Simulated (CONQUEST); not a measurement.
A self-consistent single point of Ge2Mo (I4/mmm, 6 atoms in the cell; from Materials Project mp-10201).

```
Ge2Mo
1.0
    3.32019     0.00000     0.00000
    0.00000     3.32019     0.00000
    0.00000     0.00000     8.18638
Ge Mo
4 2
Direct
  0.50000   0.50000   0.16167
  0.00000   0.00000   0.33833
  0.00000   0.00000   0.66167
  0.50000   0.50000   0.83833
  0.00000   0.00000   0.00000
  0.50000   0.50000   0.50000
```

All values come from this method and carry its errors: BLYP, numerical atomic orbitals double-zeta with polarisation (the shipped basis), PseudoDojo norm-conserving potentials made for PBE in CONQUEST.

CONQUEST settings:

basis: DZP
Diag.MPMeshX, Y, Z: 4 4 2
potentials: PseudoDojo norm-conserving PBE
General.DifferentFunctional: true
General.FunctionalType: -106131
Grid.GridCutoff: 175 Ha
DM.SolutionMethod: diagon
Diag.kT: 0.001837 Ha
minE.SCTolerance: 1.0e-06
SC.MaxIters: 100
SC.LinearMixingFactor: 0.3
SC.KerkerPreCondition: true
SC.KerkerFactor: 0.5 1/bohr
AtomMove.TypeOfRun: static

Results:

```
Property                                                   Value
------------------------------------------------  --------------
Number of valence electrons                                   84
Number of bands                                              110
Number of k-points after the program's reduction              16
Size of the basis                                            110
Number of SCF iterations                                      20
FFT grid                                            40 × 40 × 96
Free energy E − TS                                -13520.8512 eV
Pressure                                               16.25 GPa
```

For comparison: a first run (DFT, PBEsol, numerical atomic orbitals double-zeta with polarisation (the shipped basis), PseudoDojo norm-conserving potentials made for PBEsol) was changed to give this one (pseudopotentials: PseudoDojo norm-conserving PBEsol → PseudoDojo norm-conserving PBE; General.DifferentFunctional: default → true; General.FunctionalType: default → -106131), and from it to this one the pressure goes from 1.10 to 16.25 GPa.

The program uses no crystal symmetry, so grid and mesh can part values that symmetry would make equal. The atom-centred basis is finite, which shifts total energies and pressures against plane waves. The potentials were made for another functional than the one used. The structure comes from a collection of computed structures, made at another level of theory; the collection holds predicted forms beside known ones.

Cost on one core: about 4 core-minutes (a rough figure).
